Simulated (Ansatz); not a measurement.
Ta$_{2}$C in space group P4/nmm (No. 129; Ta on 2a, Ta on 2c, C on 2c), plane-wave PAW PBEsol (Ansatz code), all energies at zero smearing, with the estimated change up to a 700 eV cutoff added, with one set of potentials and settings (totals compare only within such a set). Cell of 6 atoms (4 Ta, 2 C): -39717.543 eV.

```tsv
element	reference phase	E (eV/atom)
Ta	Im-3m, 1 atoms in the cell	-9806.5011
C	P6_3/mmc, 4 atoms in the cell	-246.6950
```

Formation energy per atom, worked out: (-39717.543 − 4×(-9806.5011) − 2×(-246.6950))/6 = 0.309 eV/atom (30 kJ per mol of atoms), at 0 K, without zero-point energy or fitted corrections.

A made-up cell: these elements were put on the sites of a structure type; neither database checked (COD, Materials Project) lists it. COD files the formula under space group No. 164. Whether it is the stable phase at ambient conditions was not checked. Symmetry was held in the PBEsol relaxation; whether a distortion lowers the energy is not shown. No spin polarisation was allowed. The references are the lowest solids computed at this level, not always the standard phases. Spin–orbit coupling is left out wherever it is not named.

Potentials: the later of the program's two PAW sets.
